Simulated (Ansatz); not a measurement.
NiSi$_{2}$ (fluorite type, space group Fm-3m)

```yaml
crystal:
  lattice:
    - [0.00000, 2.72225, 2.72225]
    - [2.72225, 0.00000, 2.72225]
    - [2.72225, 2.72225, 0.00000]
  atoms:
    - { symbol: Ni, position: [0.00000, 0.00000, 0.00000] }
    - { symbol: Si, position: [0.25000, 0.25000, 0.25000] }
    - { symbol: Si, position: [0.75000, 0.75000, 0.75000] }
```

This relaxed cell (volume V₀) is scaled evenly in all directions, its shape held. Symmetry pins the atoms to their sites.

The numbers are results of PBE (plane waves to 420 eV, PAW, scalar-relativistic; Ansatz, a first-principles code), not measurements. k mesh 15×15×15 (Γ-centred), Fermi-Dirac smearing 0.05 eV. Stress and pressure are positive under compression. NiSi2 is run without spin polarisation. NiSi2 was relaxed with its symmetry unable to fall.

At one point of the scan the stress tensor (GPa) is:

```
   38.1      0.0      0.0
    0.0     38.1      0.0
    0.0      0.0     38.1
```

Problem. Which point is it?
A) V/V₀ = 0.936
B) V/V₀ = 0.968
C) V/V₀ = 0.872
D) V/V₀ = 0.840

Solution. D, V/V₀ = 0.840

(A scan under strain: stresses follow from slopes of the energy per volume, elastic moduli from its curvatures.)
